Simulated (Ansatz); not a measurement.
NaF:
```
CELL_PARAMETERS angstrom
      0.00000     2.57740     2.57740
      2.57740     0.00000     2.57740
      2.57740     2.57740     0.00000
ATOMIC_POSITIONS crystal
  Na 0.00000 0.00000 0.00000
  F  0.25000 0.25000 0.25000
```

Relaxed with PBE. Special points in fractions of this cell's reciprocal vectors: Γ (0.000, 0.000, 0.000); X (0.500, 0.000, 0.500); U (0.625, 0.250, 0.625); K (0.375, 0.375, 0.750); L (0.500, 0.500, 0.500); W (0.500, 0.250, 0.750).

Problem. List the band energies nearest the valence-band maximum at these points for the program Ansatz at the PBE level (PAW).

Solution. In eV from the valence-band maximum; about four levels below and three above (degenerate sets whole), none deeper than 8.9 eV; … stands for higher levels left out; points with the same levels are listed once.

```json
[
 {"k": "Γ", "below": "0.00 0.00 0.00", "above": "5.45 …"},
 {"k": "X", "below": "-0.72 -0.16 -0.16", "above": "9.76 11.70 …"},
 {"k": "U", "below": "-0.57 -0.37 -0.12", "above": "10.23 11.75 …"},
 {"k": "L", "below": "-0.79 -0.04 -0.04", "above": "9.70 10.53 …"},
 {"k": "W", "below": "-0.45 -0.44 -0.19", "above": "10.40 11.86 …"}
]
```

Space group F-43m (zinc blende). The start of the workflow was typed in or built on a structure type; neither database checked (COD, Materials Project) lists it. It is not the phase usual at ambient conditions (space group No. 225). The PBE relaxation kept the symmetry of its start; its stability against distortions is not shown here.

Potentials: the later of the program's two PAW sets.
